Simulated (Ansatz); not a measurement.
An Ansatz (a first-principles code) run. Input:

Ansatz 0.2 input:
```yaml
crystal:
  lattice:
    - [6.8236356575, 0.0, 0.0]
    - [0.0, 6.8236356575, 0.0]
    - [0.0, 0.0, 4.0665690505]
  atoms:
    - { symbol: Mg, position: [0.3268995671, 0.6731004329, 0.0] }
    - { symbol: Mg, position: [0.6731004329, 0.3268995671, 0.0] }
    - { symbol: Mg, position: [0.8268995671, 0.8268995671, 0.5] }
    - { symbol: Mg, position: [0.1731004329, 0.1731004329, 0.5] }
    - { symbol: S, position: [0.3113460479, 0.3113460479, 0.0] }
    - { symbol: S, position: [0.6886539521, 0.6886539521, 0.0] }
    - { symbol: S, position: [0.1886539521, 0.8113460479, 0.5] }
    - { symbol: S, position: [0.8113460479, 0.1886539521, 0.5] }
kpoints:
  mp_grid: { grid: [4, 4, 7] }
hamiltonian:
  xc: r2scan
  pseudopotentials: { azcp: { folder: ./paw }, kind: paw }
scf:
  occupations: { method: fixed }
elastic: { mode: relaxed_ion, stencil: two_point, amplitude: 0.005, f_tol: 0.0005 }
```

Output (shortened):

```
Pseudopotentials: kind: paw
Pseudopotential: Mg, paw, valence charge 10
Pseudopotential: S, paw, valence charge 6
Functional definition: r2SCAN
Crystal: 8 atoms, lattice volume = 189.348 Å³
Basis set: ecut = 500 eV, 4807 PW (Γ), exchange–correlation on 216×216×120 points (64 copies of the dense FFT grid, shifted against one another)
Bands: 40, of which v1, the nominal top of the filled ones, is band 32 counted from 1 (31 counted from 0)
Symmetry: 16 space group operations
Space group: P42/mnm (ITA 136), of the structure as read, at distance tolerance 5.7e-5 Å
k-points: 24 of 112
PAW frozen core: Mg, regenerated for the run's functional
PAW frozen core: S, regenerated for the run's functional
Initial density: superposition of atomic densities (chi_scale 0.1, normalization cell, long waves kept (reshape's long-wave potential 0.00 eV rms))
Initial wavefunctions: pseudopotential atomic-orbital guess
Eigensolver: davidson
Functional: x = r2scan, c = r2scan; τ floored in thin density (d = 2e-4 eV/Å³)
all-band conjugate gradients solve this SCF's bands
SCF 1 converged in 12 iterations: F = -11341.870636 eV  dr2 = 7.19e-15
Crystal: 8 atoms, lattice volume = 189.348 Å³
Initial density: handed on by an earlier stage of this run
Initial wavefunctions: those handed on with the density
SCF 2 converged in 2 iterations: F = -11341.870636 eV  dr2 = 3.29e-15
Crystal: 8 atoms, lattice volume = 188.401 Å³
Basis set: ecut = 500 eV, 4791 PW (Γ), exchange–correlation on 216×216×120 points (64 copies of the dense FFT grid, shifted against one another)
Symmetry: 8 space group operations
k-points: 36 of 112
Initial wavefunctions: pseudopotential atomic-orbital guess (no wavefunctions were taken with the density)
SCF 3 converged in 10 iterations: F = -11341.868939 eV  dr2 = 3.94e-14
relax step   1: F+E_penalty+E_count = -11341.86893863 eV  Δ(F+E_penalty+E_count) = +0.000e0 eV  max|allowed force component| = 4.479e-2 eV/Å  Δτ_max = 0.0000 Å  (10 SCF iters, accepted)
density extrapolation: transplant  |δρ|_rms = 3.401e-2 e/Å³  SAD shift = 9.290e-3 e/Å³
Crystal: 8 atoms, lattice volume = 188.401 Å³
[...]
density extrapolation: transplant  |δρ|_rms = 3.393e-2 e/Å³  SAD shift = 1.284e-2 e/Å³
Crystal: 8 atoms, lattice volume = 189.346 Å³
SCF 32 converged in 10 iterations: F = -11341.870361 eV  dr2 = 1.20e-14
relax step   3: F+E_penalty+E_count = -11341.87036054 eV  Δ(F+E_penalty+E_count) = -7.788e-5 eV  max|allowed force component| = 1.589e-3 eV/Å  Δτ_max = 0.0040 Å  (10 SCF iters, accepted)
density extrapolation: transplant  |δρ|_rms = 3.393e-2 e/Å³  SAD shift = 2.313e-3 e/Å³
Crystal: 8 atoms, lattice volume = 189.346 Å³
SCF 33 converged in 8 iterations: F = -11341.870364 eV  dr2 = 3.91e-14
relax step   4: F+E_penalty+E_count = -11341.87036386 eV  Δ(F+E_penalty+E_count) = -3.319e-6 eV  max|allowed force component| = 7.152e-5 eV/Å  Δτ_max = 0.0006 Å  (8 SCF iters, accepted)
Crystal: 8 atoms, lattice volume = 189.346 Å³
SCF 34 converged in 2 iterations: F = -11341.870364 eV  dr2 = 8.95e-15
Crystal: 8 atoms, lattice volume = 189.346 Å³
Basis set: ecut = 500 eV, 4815 PW (Γ), exchange–correlation on 216×216×120 points (64 copies of the dense FFT grid, shifted against one another)
k-points: 28 of 112
SCF 35 converged in 10 iterations: F = -11341.870257 eV  dr2 = 2.59e-14
relax step   1: F+E_penalty+E_count = -11341.87025679 eV  Δ(F+E_penalty+E_count) = +0.000e0 eV  max|allowed force component| = 6.357e-3 eV/Å  Δτ_max = 0.0000 Å  (10 SCF iters, accepted)
density extrapolation: transplant  |δρ|_rms = 3.393e-2 e/Å³  SAD shift = 2.723e-3 e/Å³
Crystal: 8 atoms, lattice volume = 189.346 Å³
SCF 36 converged in 8 iterations: F = -11341.870272 eV  dr2 = 1.16e-14
relax step   2: F+E_penalty+E_count = -11341.87027170 eV  Δ(F+E_penalty+E_count) = -1.491e-5 eV  max|allowed force component| = 9.793e-4 eV/Å  Δτ_max = 0.0007 Å  (8 SCF iters, accepted)
density extrapolation: transplant  |δρ|_rms = 3.393e-2 e/Å³  SAD shift = 5.107e-4 e/Å³
Crystal: 8 atoms, lattice volume = 189.346 Å³
SCF 37 converged in 7 iterations: F = -11341.870272 eV  dr2 = 2.01e-14
relax step   3: F+E_penalty+E_count = -11341.87027208 eV  Δ(F+E_penalty+E_count) = -3.823e-7 eV  max|allowed force component| = 2.756e-5 eV/Å  Δτ_max = 0.0001 Å  (7 SCF iters, accepted)
Crystal: 8 atoms, lattice volume = 189.346 Å³
SCF 38 converged in 2 iterations: F = -11341.870272 eV  dr2 = 7.57e-15
Crystal: 8 atoms, lattice volume = 189.346 Å³
SCF 39 converged in 10 iterations: F = -11341.870257 eV  dr2 = 2.32e-14
relax step   1: F+E_penalty+E_count = -11341.87025679 eV  Δ(F+E_penalty+E_count) = +0.000e0 eV  max|allowed force component| = 6.357e-3 eV/Å  Δτ_max = 0.0000 Å  (10 SCF iters, accepted)
density extrapolation: transplant  |δρ|_rms = 3.393e-2 e/Å³  SAD shift = 3.247e-3 e/Å³
Crystal: 8 atoms, lattice volume = 189.346 Å³
SCF 40 converged in 8 iterations: F = -11341.870272 eV  dr2 = 1.98e-14
relax step   2: F+E_penalty+E_count = -11341.87027207 eV  Δ(F+E_penalty+E_count) = -1.528e-5 eV  max|allowed force component| = 1.540e-4 eV/Å  Δτ_max = 0.0008 Å  (8 SCF iters, accepted)
Crystal: 8 atoms, lattice volume = 189.346 Å³
SCF 41 converged in 2 iterations: F = -11341.870272 eV  dr2 = 6.56e-15
SCF converged after 2 iterations
Free energy (F): -11341.870636 eV
Harris-Foulkes:  -11341.870636 eV  (|F-HF|=0.00e0)
Internal energy: -11341.870636 eV  (E = F + TS)
E sigma→0 (E₀):  -11341.870636 eV
Fermi energy:    2.553726 eV
--- Per-component energies (eV) ---
  E_band       = -1577.332226
  E_kinetic    = 706.733221
  E_local      = -8160.246839  (includes V_loc(G=0)·N_el)
  E_nonlocal   = 917.204135
  E_hartree    = 2857.919546
  E_xc         = -440.159673
  E_vxc        = -506.121946  (∫ρ·V_xc dr)
  E_paw        = -3687.995544  (= ΣΔE_a)
  E_vpaw       = -277.273272  (= ΣTr[D̂ρ^β])
  E_aug_tail   = -0.000084  (compensation charges beyond the density's cutoff)
  E_vtau       = 26.533469  (kinetic-family band-sum trace: ∫τ·v_τ [+ j·A + Jᵃ·Aᵃ] dr)
  E_ewald      = -3534.781498
  E_core_change = -0.543899  (= ΣΔE_core)
  E_smearing   =  0.000000  (= −TS)
  E_closure    =  0.000000  (closes the sum)
  Σ components = -11341.870636   (vs F -11341.870636, Δ=0.00e0)
--- Forces (eV/Å), atoms counted from 1 ---
  atom   1  Mg     0.00008143    -0.00008143     0.00000000
  atom   2  Mg    -0.00008143     0.00008143     0.00000000
  atom   3  Mg     0.00008143     0.00008143     0.00000000
  atom   4  Mg    -0.00008143    -0.00008143     0.00000000
  atom   5  S      0.00010400     0.00010400     0.00000000
  atom   6  S     -0.00010400    -0.00010400     0.00000000
  atom   7  S     -0.00010400     0.00010400     0.00000000
  atom   8  S      0.00010400    -0.00010400     0.00000000
  max |Σ_I F_I| component: 5.69e-19 eV/Å
--- Stress (GPa, compression-positive) ---
       -0.000103       0.000000       0.000000
        0.000000      -0.000103       0.000000
        0.000000       0.000000       0.001838
  P = ⅓ Tr σ = 0.0005 GPa (0.005 kbar)
  The stress holds the Pulay correction. Without it, at fixed plane waves, as pw.x and ABINIT print it: P = -0.0213 GPa
  The stress includes an estimate of the error left by incomplete SCF convergence (largest component 0.0000 GPa).
--- Band table (eV; the first three rows and the last of 24) ---
  k-point 0: bands = ["-74.1244", "-74.1243", "-74.1241", "-74.1241", "-39.2347", "-39.2347", "-39.2344", "-39.2332", "-39.2259", "-39.2241", "-39.2192", "-39.2192", "-39.2188", "-39.2180", "-39.2180", "-39.2180", "-9.2855", "-8.5741", "-8.5741", "-8.4535", …
  k-point 1: bands = ["-74.1244", "-74.1244", "-74.1241", "-74.1241", "-39.2346", "-39.2346", "-39.2343", "-39.2333", "-39.2257", "-39.2242", "-39.2192", "-39.2192", "-39.2190", "-39.2183", "-39.2182", "-39.2182", "-9.2134", "-8.5346", "-8.5346", "-8.4528", …
  k-point 2: bands = ["-74.1244", "-74.1243", "-74.1241", "-74.1241", "-39.2346", "-39.2346", "-39.2341", "-39.2334", "-39.2254", "-39.2243", "-39.2194", "-39.2192", "-39.2192", "-39.2189", "-39.2187", "-39.2187", "-9.0214", "-8.4768", "-8.4426", "-8.4426", …
  k-point 23: bands = ["-74.1244", "-74.1244", "-74.1241", "-74.1241", "-39.2346", "-39.2346", "-39.2337", "-39.2337", "-39.2249", "-39.2249", "-39.2195", "-39.2195", "-39.2192", "-39.2192", "-39.2191", "-39.2191", "-8.6460", "-8.6460", "-8.3937", "-8.3937", …
  band table: 40 of 40 bands, residual norms ≤ 1.0e-3 eV
--- Elastic constants: 4 strain directions × 2 members + reference (group order 16) ---
  dense FFT box of the reference and of every strained cell: 54×54×30
  strains applied: 11, 33, 23, 12; error gains …
  C = ∂σ_k/∂η_j (tension-positive GPa; Voigt order 11 22 33 23 13 12):
        55.895     50.935     48.043      0.000      0.000      0.000
        50.935     55.895     48.043      0.000      0.000      0.000
        47.978     47.978     99.504      0.000      0.000      0.000
         0.000      0.000      0.000     17.954      0.000      0.000
         0.000      0.000      0.000      0.000     17.954      0.000
         0.000      0.000      0.000      0.000      0.000     24.325
  reference stress σ⁰ (GPa):      0.000      0.000     -0.002      0.000      0.000      0.000
  moduli (Voigt/Reuss/Hill, GPa): K = 56.13/52.90/54.52   G = 16.34/8.17/12.25   E = 34.20   ν = 0.395
  mechanically stable: yes (min eigenvalue of sym C = 4.96 GPa)
  strain η (Voigt 11):  stress-route row diagonal C_11 = 55.90 GPa, energy-path curvature d²(F+E_count+ΔE)/dδ²/Ω₀ = 55.93 GPa
         δ    σ_11 (GPa)             F (eV)   n_scf  n_hpsi   n_pw
    -5.000e-3      -0.2722      -11341.8698155       2   11021   4815   relax 6 steps, max|allowed force component| 2.44e-4 eV/Å
     5.000e-3       0.2868      -11341.8697891       2   10751   4860   relax 4 steps, max|allowed force component| 3.01e-4 eV/Å
  strain η (Voigt 33):  stress-route row diagonal C_33 = 99.50 GPa, energy-path curvature d²(F+E_count+ΔE)/dδ²/Ω₀ = 99.50 GPa
         δ    σ_33 (GPa)             F (eV)   n_scf  n_hpsi   n_pw
    -5.000e-3      -0.5034      -11341.8691429       2    7362   4811   relax 4 steps, max|allowed force component| 5.94e-6 eV/Å
     5.000e-3       0.4917      -11341.8691780       2    7368   4876   relax 3 steps, max|allowed force component| 4.64e-6 eV/Å
  strain η (Voigt 23):  stress-route row diagonal C_44 = 17.95 GPa, energy-path curvature d²(F+E_count+ΔE)/dδ²/Ω₀ = 17.95 GPa
         δ    σ_23 (GPa)             F (eV)   n_scf  n_hpsi   n_pw
    -5.000e-3      -0.0898      -11341.8703639       2   13835   4836   relax 5 steps, max|allowed force component| 1.09e-5 eV/Å
     5.000e-3       0.0898      -11341.8703639       2   13844   4836   relax 4 steps, max|allowed force component| 7.15e-5 eV/Å
  strain η (Voigt 12):  stress-route row diagonal C_66 = 24.33 GPa, energy-path curvature d²(F+E_count+ΔE)/dδ²/Ω₀ = 24.32 GPa
         δ    σ_12 (GPa)             F (eV)   n_scf  n_hpsi   n_pw
    -5.000e-3      -0.1216      -11341.8702721       2    8590   4840   relax 3 steps, max|allowed force component| 2.76e-5 eV/Å
     5.000e-3       0.1216      -11341.8702721       2    8529   4840   relax 2 steps, max|allowed force component| 1.54e-4 eV/Å
```

Cost: around 15 core-minutes (rough) on shared cores.

Space group P4_2/mnm. The start of the workflow was typed in or built on a structure type; neither database checked (COD, Materials Project) lists it. COD files the formula under space group No. 225. Whether it is the stable phase at ambient conditions was not checked. The r²SCAN relaxation kept the symmetry of its start; whether a distortion lowers the energy is not shown.

Potentials: the earlier of the program's two PAW sets. The files were generated under PBE; for other functionals the program regenerates the frozen cores, and for LDA and PBEsol the local potential too.

Ansatz is a plane-wave DFT program.
